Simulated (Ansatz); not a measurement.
ZrSi₂ (fluorite, space group No. 225) under volume change, plane-wave PAW PBE (Ansatz code), scaled uniformly.

```
V (Å³/atom)  E − E(relaxed) (meV/atom)  P (GPa)
-----------  -------------------------  -------
18.866                            49.7     9.23
19.488                            21.0     5.67
20.110                             5.0     2.63
20.732                             0.0     0.00
21.354                             4.6    -2.29
21.976                            17.3    -4.20
22.598                            36.9    -5.86
```

Q: What does a third-order Birch–Murnaghan fit give for V₀, B₀ and B′?

A: V₀ = 20.73 Å³/atom, B₀ = 81.0 GPa, B′ = 4.0.

Space group Fm-3m (fluorite). The cell is a constructed one: a structure type filled with these elements; neither database checked (COD, Materials Project) lists it. COD files the formula under space group No. 63, so this cell is another polymorph or a model. Its standing as an ambient phase is unchecked. The cell was relaxed with PBE under the symmetry of its start; whether a distortion lowers the energy is not shown. No spin polarisation was allowed.

Potentials: the later of the program's two PAW sets.
